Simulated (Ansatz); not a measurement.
**Be3N2: zone-centre modes under pressure**

Be3N2, R3m, a = 2.835 Å, c = 14.557 Å. The structure is a Materials Project entry; whether it is the stable form wasn't checked. Ansatz: PBEsol, PAW, 420 eV, Γ-centred 9×9×9 mesh on 5 atoms, fixed occupations; no spin polarisation. Cell and atoms are relaxed at each pressure with the symmetry kept; optical modes at Γ by linear response, in cm⁻¹, matched by rank (the highest 3 distinct ones), without the LO field.

```
P (GPa) V (Å³/atom)     ω1     ω2     ω3
      0        6.755  840.6  927.9  938.2
      8        6.524  885.1  963.5  979.0
     25        6.127      ?      ?      ?
```

Q: Get each mode's Grüneisen parameter γ = −d ln ω/d ln V from the other rows and predict the missing frequencies.

A: ln(V/V0) = 0.0000, -0.0348, -0.0976; a line through ln(ω/ω0) of the 2 known rows gives ω1: γ = 1.482, predicted 971.4, computed 967.9; ω2: γ = 1.082, predicted 1031.3, computed 1032.2; ω3: γ = 1.223, predicted 1057.1, computed 1054.1. The worst miss is 0.4 %, or 3 % of the shift under pressure, so a constant γ serves at that level.